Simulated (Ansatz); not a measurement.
Given:

VH2:
```yaml
crystal:
  lattice:
    - [0.00000, 2.09368, 2.09368]
    - [2.09368, 0.00000, 2.09368]
    - [2.09368, 2.09368, 0.00000]
  atoms:
    - { symbol: V, position: [0.00000, 0.00000, 0.00000] }
    - { symbol: H, position: [0.25000, 0.25000, 0.25000] }
    - { symbol: H, position: [0.75000, 0.75000, 0.75000] }
```

This is the r²SCAN-relaxed structure.

All from r²SCAN in the plane-wave PAW code Ansatz, unless another level is named. Predict the electronic character.

metallic (no gap).

Predict the formation energy from the elements (no fitted shifts).

-236 meV/atom.

What about the density of states at the Fermi level?

0.45 states/eV per atom (mean over ±0.08 eV).

Space group Fm-3m (fluorite). The workflow started from an entry of the Crystallography Open Database (COD). Whether it is the stable phase at ambient conditions was not checked. The r²SCAN relaxation kept the symmetry of its start; its stability against distortions is not shown here. The workflow began spin-polarised and lost its moments. The cell computed holds one magnetic atom, so no antiferromagnetic order was within reach. The references are the lowest solids computed at this level, not always the standard phases (solids in place of the gases).

Potentials: the later of the program's two PAW sets.
